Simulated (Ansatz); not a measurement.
# Elastic constants of Zr: input and output

Theory: DFT PBEsol, scalar-relativistic, plane waves, PAW in Ansatz.

Launched with:
```bash
ansatz run input.yaml --threads 1 --pin off --max-ram 4096MiB --backend cpu --events-out ev --progress --plain --runs-dir out
```

Input (bare energies are in eV):
```yaml
crystal:
  lattice:
    - [3.1801246686, 0.0, 0.0]
    - [-1.5900623343, 2.7540687502, 0.0]
    - [0.0, 0.0, 5.1371996748]
  atoms:
    - { symbol: Zr, position: [0.3333333333, 0.6666666667, 0.25] }
    - { symbol: Zr, position: [0.6666666667, 0.3333333333, 0.75] }
basis:
  ecutwfc: 420
kpoints:
  mp_grid: { grid: [18, 18, 8] }
hamiltonian:
  xc: pbesol
scf:
  occupations: { method: fermi_dirac, width: 0.15 }
output:
  forces: true
  stress: true
  eigenvalues: true
elastic:
  mode: relaxed_ion
  amplitude: 0.005
```

From the output:
```
--- Elastic constants: 3 strain directions × 4 members + reference (group order 24) ---
  dense FFT box of the reference and of every strained cell: 24×24×36
  strains applied: 11, 33, 23; error gains: componentwise 1.00 (the most a stress slope's error grows in a printed constant), spectral 1.41 (1 for all six strains in a standard setting)
  C = ∂σ_k/∂η_j (tension-positive GPa; Voigt order 11 22 33 23 13 12):
       122.919     88.028     72.773     -0.000     -0.000     -0.000
        88.028    122.919     72.773      0.000      0.000     -0.000
        72.775     72.775    167.107     -0.000     -0.000     -0.000
        -0.000      0.000      0.000     20.757      0.000     -0.000
         0.000     -0.000     -0.000      0.000     20.757      0.000
         0.000     -0.000      0.000      0.000      0.000     17.445
  reference stress σ⁰ (GPa):     -0.000     -0.000      0.000     -0.000     -0.000     -0.000
  C* (energy form; C + prestress term) asymmetry max|C*_kj − C*_jk| = 2.291e-3 GPa — a small one proves nothing (zero by symmetry where the batch's group is 432, −43m or m−3m); a large one is finite-difference/SCF noise where every solve ...
  moduli (Voigt/Reuss/Hill, GPa): K = 97.79/97.06/97.42   G = 23.75/21.30/22.52   E = 62.73   ν = 0.393
  mechanically stable: yes (min eigenvalue of sym C = 17.45 GPa)
  harmonic check of the ions' relaxations: strain 23: 1 pair too noisy to judge
  the stresses are not corrected for the forces that the relaxations left standing (`elastic.f_tol`)
  strain η (Voigt 11):  stress-route row diagonal C_11 = 122.92 GPa, energy-path curvature d²(F+E_count+ΔE)/dδ²/Ω₀ = 122.93 GPa
    cells at ±δ against ±2δ: C11 122.82 and 122.50 GPa, apart by 0.25 % of the column's largest entry
         δ    σ_11 (GPa) F (eV) n_scf n_hpsi n_pw
    -1.000e-2      -1.2333       -8257.3481721       9  130873    881   relax 4 steps, max|allowed force component| 7.76e-6 eV/Å
    -5.000e-3      -0.6164       -8257.3494711       9  130668    890   relax 3 steps, max|allowed force component| 1.95e-6 eV/Å
     5.000e-3       0.6118       -8257.3494737       9  130667    897   relax 3 steps, max|allowed force component| 1.10e-5 eV/Å
     1.000e-2       1.2167       -8257.3481885       8  122841    905   relax 3 steps, max|allowed force component| 2.93e-5 eV/Å
  strain η (Voigt 33):  stress-route row diagonal C_33 = 167.11 GPa, energy-path curvature d²(F+E_count+ΔE)/dδ²/Ω₀ = 167.11 GPa
    cells at ±δ against ±2δ: C13 72.79 and 72.84 GPa, apart by 0.03 % of the column's largest entry
         δ    σ_33 (GPa) F (eV) n_scf n_hpsi n_pw
    -1.000e-2      -1.7228       -8257.3475080       7   57973    888   relax 0 steps, max|allowed force component| 5.09e-17 eV/Å
    -5.000e-3      -0.8482       -8257.3493121       4   44297    890   relax 0 steps, max|allowed force component| 4.63e-17 eV/Å
     5.000e-3       0.8228       -8257.3493214       4   44222    905   relax 0 steps, max|allowed force component| 7.40e-17 eV/Å
     1.000e-2       1.6189       -8257.3476055       6   47257    906   relax 0 steps, max|allowed force component| 5.09e-17 eV/Å
  strain η (Voigt 23):  stress-route row diagonal C_44 = 20.76 GPa, energy-path curvature d²(F+E_count+ΔE)/dδ²/Ω₀ = 20.76 GPa
    cells at ±δ against ±2δ: C44 20.75 and 20.71 GPa, apart by 0.16 % of the column's largest entry
         δ    σ_23 (GPa) F (eV) n_scf n_hpsi n_pw
    -1.000e-2      -0.2071       -8257.3496125       9  200164    893   relax 3 steps, max|allowed force component| 1.92e-5 eV/Å
    -5.000e-3      -0.1037       -8257.3498306       9  199975    892   relax 2 steps, max|allowed force component| 3.33e-5 eV/Å
     5.000e-3       0.1037       -8257.3498306       9  199987    892   relax 3 steps, max|allowed force component| 3.63e-6 eV/Å
     1.000e-2       0.2071       -8257.3496125       9  200144    893   relax 3 steps, max|allowed force component| 1.92e-5 eV/Å
```

Time: 7.8 min on 1 thread of Intel(R) Xeon(R) Platinum 8488C (Sapphire Rapids), with other jobs on the host, peak memory 0.81 GiB.

In a metal, frequencies and elastic constants depend on the k mesh and the smearing, soft modes and shear constants most.

The least eigenvalue is 17.4 GPa; in a metal on this mesh the verdict on stability isn't firm within about 20 GPa or a tenth of the bulk modulus.